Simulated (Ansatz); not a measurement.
Total density of states per atom from DFT-r²SCAN in the program Ansatz with PAW potentials, in 0.25 eV bins, energy from the Fermi level:

```
E (eV) | states/eV/atom
    -7.85 | # 0.09
    -7.60 | ### 0.44
    -7.35 | ## 0.34
    -7.10 | ## 0.27
    -6.85 | # 0.17
    -6.60 | # 0.12
    -6.35 | # 0.08
    -6.10 | # 0.10
    -5.85 | # 0.15
    -5.60 | # 0.16
    -5.35 | ## 0.28
    -5.10 | ## 0.32
    -4.85 | ## 0.29
    -4.60 | # 0.13
    -4.35 | # 0.10
    -4.10 | # 0.20
    -3.85 | ### 0.45
    -3.60 | ####### 1.12
    -3.35 | ##################### 3.20
    -3.10 | ############ 1.87
    -2.85 | ######## 1.19
    -2.60 | #### 0.68
    -2.35 | ##### 0.83
    -2.10 | ### 0.49
    -1.85 | ### 0.50
    -1.60 | ### 0.46
    -1.35 | ### 0.41
    -1.10 | ##### 0.82
    -0.85 | ### 0.51
    -0.60 | ### 0.41
    -0.35 | ## 0.33
    -0.10 | ## 0.29
     0.15 | ## 0.23
     0.40 | # 0.20
     0.65 | ## 0.25
     0.90 | ## 0.30
     1.15 | ### 0.53
     1.40 | ### 0.50
     1.65 | #### 0.62
     1.90 | ####### 1.07
     2.15 | ############# 1.94
     2.40 | ############################## 4.61
     2.65 | ################## 2.81
```

Question: Which of these materials gives this?
A. Hf3Cu4Si2, P-62m (Hf on 3g, Si on 2c, Cu on 3f, Cu on 1b)
B. LaGa3Cu, I-4m2 (La on 2a, Ga on 4e, Ga on 2c, Cu on 2d)
C. Zr5Ga3, P6_3/mcm (Zr on 4d, Zr on 6g, Ga on 6g)
D. GaPt, P2_13 (Ga on 4a, Pt on 4a)

Answer: B, LaGa3Cu, I-4m2 (La on 2a, Ga on 4e, Ga on 2c, Cu on 2d). Within 0.5 eV of the Fermi level: Ga 4p 44 %, La 5d 34 %, Cu 3d 6 %, La 4f 6 %. Projections are on Löwdin-orthogonalised atomic valence shells; empty p or d shells of many metals are not among them.

The workflow started from a Materials Project entry (that database holds measured and hypothetical structures alike); the Crystallography Open Database copy checked does not list it. COD files the formula under space group No. 107, so this cell is another polymorph or a model. With Ga and Cu taken as one species the cell has the higher symmetry I4/mmm, so it may be an ordered model of a mixed-site phase. Its standing as an ambient phase is unchecked. The r²SCAN relaxation kept the symmetry of its start; whether a distortion lowers the energy is not shown. No spin polarisation was allowed. Spin–orbit coupling is left out wherever it is not named.

Potentials: the earlier of the program's two PAW sets.
